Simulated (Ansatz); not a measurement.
InAs built on the zincblende prototype, relaxed with r2SCAN, was run in Ansatz under altered settings. All numbers are computed, without spin polarisation but where a row says otherwise.

```
In As
1.0
     0.00000    3.05459    3.05459
     3.05459    0.00000    3.05459
     3.05459    3.05459    0.00000
In As
1 1
Direct
  0.00000 0.00000 0.00000
  0.25000 0.25000 0.25000
```

The base run's other keys:
```yaml
kpoints:
  mp_grid: { grid: [4, 4, 4] }
hamiltonian:
  xc: hse06
scf:
  occupations: { method: fermi_dirac, width: 0.02 }
  n_extra_bands: 4
```

It takes 15 iterations with 1139 plane waves at 420 eV and 8 k points, and leaves a mean stress of +0.10 GPa. The gap over this mesh is 0.402 eV. It ran on 4 threads of Arm Neoverse N1, with other jobs on the host.

Outcomes, with energy and stress as changes against the base:
```
                                    setting    outcome  ΔF (meV/atom)  Δ mean stress (GPa)  gap on the mesh (eV)  iterations  wall time
PBE hybrid, exx coeff 0.3, omega 0.2078 1/Å  converged              –                 -0.4                 0.572          16       13 s
   PBE hybrid, exx coeff 0.2, omega 0.1 1/Å  converged              –                 +0.2                 0.451          21       14 s
   PBE hybrid, exx coeff 1.0, omega 0.5 1/Å  converged              –                 -2.0                 1.416          20       15 s
                  hamiltonian.xc: cam_b3lyp  converged              –                 -0.4                 2.625          29       19 s
            scf.mixing.preconditioner: none  converged            0.0                  0.0                 0.402          15       13 s
```
A dash marks a value that wasn't obtained or can't be compared. Stress is positive in compression. The base took 13 s.

- PBE hybrid, exx coeff 0.3, omega 0.2078 1/Å. That is 30 % exact exchange, screened with ω = 0.2078 1/Å, against HSE06's 25 % screened at 0.208 1/Å. The mean stress moves by -0.4 GPa and the gap on the mesh by +0.171 eV (to 0.572). Totals of different functionals aren't comparable.
- PBE hybrid, exx coeff 0.2, omega 0.1 1/Å. That is 20 % exact exchange, screened with ω = 0.1 1/Å, against HSE06's 25 % screened at 0.208 1/Å. The mean stress moves by +0.2 GPa and the gap on the mesh by +0.049 eV (to 0.451). Totals of different functionals aren't comparable. The program warns that on this mesh the truncation of the exchange isn't bounded, so part of the change can be an error of the mesh.
- PBE hybrid, exx coeff 1.0, omega 0.5 1/Å. That is 100 % exact exchange, screened with ω = 0.5 1/Å, against HSE06's 25 % screened at 0.208 1/Å. The mean stress moves by -2.0 GPa and the gap on the mesh by +1.014 eV (to 1.416). Totals of different functionals aren't comparable.
- hamiltonian.xc: cam_b3lyp. The mean stress moves by -0.4 GPa and the gap on the mesh by +2.224 eV (to 2.625). It's another functional on the same cell, so totals aren't comparable.

Within 1 meV an atom, 0.1 GPa and 0.005 eV of the base stay: scf.mixing.preconditioner: none.

Spin-orbit coupling is left out, which matters wherever the heavy atoms make up the band edges.

The stress of a hybrid is loosely converged in these runs.

The meshes of the hybrids are coarse, so their gaps aren't converged to the digits shown.
